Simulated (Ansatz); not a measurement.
Values for one crystal, relaxed and computed with DFT-LDA in the program Ansatz with PAW potentials; other levels are named.

- Volume per atom: 15.80 Å³
- Electronic character: metallic (no gap)
- Mechanical stability: stable (all eigenvalues of C positive)
- Young's modulus: 87.0 GPa
- Pressure derivative B′: 4.5
- Elastic constants (relaxed ions, GPa): C11 = 122, C12 = 65.1, C44 = 36.1
- Density of states at the Fermi level: 0.38 states/eV per atom (mean over ±0.08 eV)

Q: Which compound is it?
A. Al, fcc (Cu type)
B. Ir, fcc (Cu type)
C. Cu, fcc (Cu type)
D. Nb, fcc (Cu type)

A: A, Al, fcc (Cu type)

Space group Fm-3m (fcc (Cu type)). The LDA relaxation kept the symmetry of its start. As this level gives no gap, shear constants depend on the k-mesh and smearing (Fermi–Dirac, 0.1 eV here).

Potentials: the earlier of the program's two PAW sets. The files were generated under PBE; for other functionals the program regenerates the frozen cores, and for LDA and PBEsol the local potential too.
